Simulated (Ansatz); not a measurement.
A geometry of BaTiO3 away from equilibrium: step 4 of the relaxation of a relaxed BaTiO3 cell displaced along its unstable phonon at q = (0, 0, ½) of its primitive reciprocal cell (117i cm⁻¹), largest move 0.15 Å. The numbers are results of PBE (plane waves to 420 eV, PAW, scalar-relativistic; Ansatz, an electronic-structure program), not measurements. Γ-centred k-mesh 6×6×3 on the run's cell (coarser than for final values), Fermi–Dirac smearing 0.05 eV. The plane waves were selected for a different cell earlier on the path.

```xyz
10
Lattice="4.0052 0.0000 0.0000 0.0000 3.9930 0.0000 0.0000 0.0000 8.0975" Properties=species:S:1:pos:R:3 pbc="T T T"
Ba     0.0000     0.0011     4.0564
Ba     0.0000    -0.0011     8.1051
Ti     2.0026     2.0038     1.9926
Ti     2.0026     1.9892     6.0413
O      0.0000     1.9899     2.0861
O      0.0000     2.0031     6.1348
O      2.0026     1.9959     0.0947
O      2.0026     1.9971     4.1435
O      2.0026    -0.0101     2.0825
O      2.0026     0.0101     6.1312
```

### Question
Give the Cartesian forces on all atoms (eV/Å).

### Answer
```csv
atom,Fx,Fy,Fz
Ba1,0.00,-0.01,0.03
Ba2,0.00,0.01,0.03
Ti3,0.00,0.05,-0.31
Ti4,0.00,-0.05,-0.31
O5,0.00,0.00,0.03
O6,0.00,0.00,0.03
O7,0.00,0.00,0.20
O8,0.00,0.00,0.20
O9,0.00,-0.01,0.05
O10,0.00,0.01,0.05
```

The path ends in Pmc2₁ (No. 26). No spin polarisation in the result.

The run could not lose the symmetry of its start, so the end can be a saddle point.

Of the parent cell (P4mm (No. 99)): The first start was generated by placing the elements on the sites of a structure type. A measured structure of BaTiO3 has the same space group, P4mm (No. 99); the sites were not compared with it.

The end of the path is a generated cell of BaTiO3: the first start was made by placing the elements on the sites of a structure type, and the end was not matched to a known phase here, so it may be hypothetical. Known forms of BaTiO3 include space group No. 99, 221.
